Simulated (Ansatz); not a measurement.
MgO:
```
CELL_PARAMETERS angstrom
      0.00000     2.12694     2.12694
      2.12694     0.00000     2.12694
      2.12694     2.12694     0.00000
ATOMIC_POSITIONS crystal
  Mg 0.00000 0.00000 0.00000
  O  0.50000 0.50000 0.50000
```

Relaxed with PBE. PBE (plane waves, PAW; program Ansatz) gives a gap of 4.46 eV.

Task: What gap does HSE06 give on the same cell (Ansatz, PAW)?

Result: 6.17 eV, 1.71 eV more. The hybrid was solved on a coarser mesh and at special points; its gap is the smallest among all of these.

```tsv
k	v1 PBE	c1 PBE	v1 HSE06	c1 HSE06
Γ	0.00	4.46	0.00	6.17
X	-1.30	9.11	___	___
L	-0.62	7.73	___	___
W	-1.71	11.46	___	___
K	-1.10	9.96	___	___
```

Task: Top valence (v1) and lowest conduction level (c1) in eV from each method's valence maximum (which need not be a listed point): supply the withheld HSE06 values.

Result: 
- W, v1 HSE06: -1.83
- W, c1 HSE06: 13.45
- L, v1 HSE06: -0.68
- L, c1 HSE06: 9.49
- X, v1 HSE06: -1.42
- X, c1 HSE06: 10.82
- K, v1 HSE06: -1.20
- K, c1 HSE06: 11.78

Cost on shared cores: the PBE run (SCF on a 11×11×11 mesh, then bands and DOS) roughly 4 core-seconds, the HSE06 run (SCF on 8×8×8, then a few points) about 24 core-seconds (a rough figure); the tasks are unlike.

Space group Fm-3m (rock salt). The PBE relaxation kept the symmetry of its start; phonons on a q-mesh show no instability. The volume moved by -31 % from the start of the relaxation.

Potentials: the later of the program's two PAW sets.
